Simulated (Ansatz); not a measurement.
NiBi₃:
```yaml
crystal:
  lattice:
    - [9.20346, 0.00000, 0.00000]
    - [0.00000, 4.07502, 0.00000]
    - [0.00000, 0.00000, 11.79324]
  atoms:
    - { symbol: Ni, position: [0.08043, 0.25000, 0.47896] }
    - { symbol: Ni, position: [0.91957, 0.75000, 0.52104] }
    - { symbol: Ni, position: [0.41957, 0.75000, 0.97896] }
    - { symbol: Ni, position: [0.58043, 0.25000, 0.02104] }
    - { symbol: Bi, position: [0.20548, 0.75000, 0.59901] }
    - { symbol: Bi, position: [0.79452, 0.25000, 0.40099] }
    - { symbol: Bi, position: [0.29452, 0.25000, 0.09901] }
    - { symbol: Bi, position: [0.70548, 0.75000, 0.90099] }
    - { symbol: Bi, position: [0.15289, 0.75000, 0.88986] }
    - { symbol: Bi, position: [0.84711, 0.25000, 0.11014] }
    - { symbol: Bi, position: [0.34711, 0.25000, 0.38986] }
    - { symbol: Bi, position: [0.65289, 0.75000, 0.61014] }
    - { symbol: Bi, position: [0.42091, 0.25000, 0.82407] }
    - { symbol: Bi, position: [0.57909, 0.75000, 0.17593] }
    - { symbol: Bi, position: [0.07909, 0.75000, 0.32407] }
    - { symbol: Bi, position: [0.92091, 0.25000, 0.67593] }
```

Relaxed with r²SCAN. Special points in fractions of this cell's reciprocal vectors: Γ (0.000, 0.000, 0.000); X (0.500, 0.000, 0.000); S (0.500, 0.500, 0.000); Y (0.000, 0.500, 0.000); Z (0.000, 0.000, 0.500); U (0.500, 0.000, 0.500); R (0.500, 0.500, 0.500); T (0.000, 0.500, 0.500).

List the band energies nearest the Fermi level at these points for the program Ansatz at the r²SCAN level (PAW).

In eV from the Fermi level; about four levels below and three above (degenerate sets whole), none deeper than 8.9 eV; points with the same levels are listed once.

```json
[
 {"k": "Γ", "below": "-0.59 -0.36 -0.21 -0.08", "above": "0.18 0.19 0.33"},
 {"k": "X", "below": "-1.59 -1.59 -1.14 -1.14", "above": "0.02 0.02 0.18 0.18"},
 {"k": "S", "below": "-0.88 -0.88 -0.88 -0.88", "above": "1.03 1.03 1.03 1.03"},
 {"k": "Y", "below": "-1.33 -1.33 -0.53 -0.53", "above": "0.17 0.17 0.50 0.50"},
 {"k": "Z", "below": "-1.15 -1.15 -0.70 -0.70", "above": "0.03 0.03 0.39 0.39"},
 {"k": "U", "below": "-0.65 -0.65 -0.54 -0.54", "above": "0.04 0.04 0.84 0.84"},
 {"k": "R", "below": "-0.52 -0.52 -0.52 -0.52", "above": "0.51 0.51 0.51 0.51"},
 {"k": "T", "below": "-0.45 -0.45 -0.04 -0.04", "above": "0.53 0.53 0.60 0.60"}
]
```

Space group Pnma. The first step of the workflow began from a Materials Project structure, measured or hypothetical; the Crystallography Open Database copy checked does not list it. Whether it is the stable phase at ambient conditions was not checked. Symmetry was held in the r²SCAN relaxation; its stability against distortions is not shown here. No spin polarisation was allowed. Scalar-relativistic: spin–orbit coupling is off unless named, which matters more the heavier the elements.

Potentials: the later of the program's two PAW sets.
